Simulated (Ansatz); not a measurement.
## Equation of state of PtHg3 under PBE

```cif
data_structure
_symmetry_space_group_name_H-M 'Pm-3m'
_symmetry_Int_Tables_number 221
_cell_length_a 4.3442
_cell_length_b 4.3442
_cell_length_c 4.3442
_cell_angle_alpha 90.000
_cell_angle_beta 90.000
_cell_angle_gamma 90.000
_cell_volume 81.99
loop_
_atom_site_label
_atom_site_type_symbol
_atom_site_symmetry_multiplicity
_atom_site_Wyckoff_symbol
_atom_site_fract_x
_atom_site_fract_y
_atom_site_fract_z
_atom_site_occupancy
Hg1 Hg 3 c 0.50000 0.50000 0.00000 1
Pt1 Pt 1 a 0.00000 0.00000 0.00000 1
```

The cell comes from a database or a generator and needn't be the stable form of this composition.

The cell was scaled at fixed shape and fractions and run with Ansatz, Ansatz PAW, cutoff 420 eV; PBE, k mesh 6 × 6 × 6 on the cell of 4 atoms, fermi-dirac occupations of 0.05 eV, no spin polarisation, no spin-orbit coupling. Energies are those that the program minimises, any entropy of the smearing included. For a metal such a mesh isn't converged to the digits shown.

| V (Å³/atom) | energy over the lowest row (meV/atom) |
| --- | --- |
| 19.2665 | 12.19 |
| 19.6765 | 3.36 |
| 20.0864 | 0.00 |
| 20.4963 | 1.30 |
| 20.9062 | 6.61 |
| 21.3162 | ? |
| 21.7261 | 26.83 |

Question: Fit the third-order Birch-Murnaghan form, give V0, B0 and B′, and predict the energy left open.

Answer: With y = (V0/V)^(2/3), E = E0 + (9 V0 B0/16) [(y - 1)³ B′ + (y - 1)² (6 - 4y)]. Least squares through the rows shown give V0 = 20.1669 Å³/atom, E0 = -0.09 meV, B0 = 86.96 GPa (1 eV/Å³ = 160.218 GPa) and B′ = 6.81, with a largest miss of 0.01 meV. At V = 21.3162 the form with these constants gives 15.29 meV; the run gave 15.28 meV an atom.
